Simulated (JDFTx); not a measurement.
```yaml
surface: Al(100)
bulk: Al, Fm-3m, lattice of mp-134 (not re-optimised)
slab: 8 atoms in 4 planes, c(2×2), 6.2 Å between the outermost planes
in-plane cell: 4.039 × 4.039 Å, 16.31 Å²
cell_height: 25.1 Å
sampling: 6×6×1 k mesh, Fermi smearing 0.01 Ha, no spin polarisation
```

Adsorbate: CH on both faces at 0.50 monolayer, started bridge and relaxed in vacuum, keeping the symmetry of the start.

Method: RPBE, GBRV ultrasoft potentials made for PBE, plane waves to 20/100 Ha, in JDFTx (a modified build). The adsorption energy per CH is [E(slab + 2 CH) − E(slab)]/2 − (E(CH4) − 3/2 E(H2)), with the gas molecules relaxed at the same level and slab energies taken as (E + F)/2, the usual estimate of zero smearing. In reaction energies these potentials put H₂ about 0.03 eV too high against large-basis PBE. No zero-point energy or vibrational entropy is included. Both faces are alike, and the cell allows no reconstruction beyond its size.

Question: Predict the adsorption energy and the geometry, and the change of the work function.

Answer: 2.60 eV. C sits 1.19 Å above the highest substrate atom, bound to 2 Al at 1.92 Å; C–H is 1.10 Å. The work function goes from 4.26 to 4.24 eV.
